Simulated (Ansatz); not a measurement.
**Data sheet: Ce (DFT)**

Ce (fcc (Cu type), Fm-3m), a = b = c = 4.576 Å, α = β = γ = 90.00°; the cell used has 1 atom.

Space group Fm-3m (No. 225), fcc (Cu type); conventional cell a = b = c = 4.576 Å, α = β = γ = 90.00°.

Method: plane-wave PAW PBEsol (Ansatz code). Geometry: relaxed at this level of theory. Other levels are named where they apply.

### Cell and energy

```yaml
volume_per_atom: 23.95 Å³
density: 9.71 g/cm³
```

### Electronic structure

```yaml
electronic_character: metallic (no gap)
Density of states at the Fermi level: 1.7 states/eV per atom (mean over ±0.08 eV)
```

### Magnetism

```yaml
magnetic_order: non-magnetic (starting moments vanished)
```

### Mechanics

```yaml
Bulk modulus (Birch–Murnaghan fit): 49.6 GPa
Pressure derivative B′: 4.9
Elastic constants (relaxed ions, GPa): C11 = 70.4, C12 = 38.3, C44 = 61.4
mechanical_stability: stable (all eigenvalues of C positive)
hill_bulk_and_shear_moduli: 49.0 and 36.1 GPa
Young's modulus: 86.9 GPa
Poisson's ratio: 0.20
debye_temperature_from_the_elastic_constants: 220 K
```

Its a lies over 2 % below tabulated measurements, which for a 4f metal can also mean another valence state (as α- against γ-cerium).

Symmetry was held in the PBEsol relaxation. The workflow began spin-polarised and lost its moments. The volume lies over 15 % below that of the usual cell of this phase: another minimum, or an error of the functional. The 4f shell is in the valence. No Hubbard U is applied. As this level gives no gap, shear constants depend on the k-mesh and smearing (Fermi–Dirac, 0.1 eV here). On the denser mesh and wider smearing of the elastic run this cell carries a stress of 0.4 GPa. Scalar-relativistic: spin–orbit coupling is off unless named, which matters more the heavier the elements.

Potentials: the earlier of the program's two PAW sets. The files were generated under PBE; for other functionals the program regenerates the frozen cores, and for LDA and PBEsol the local potential too.
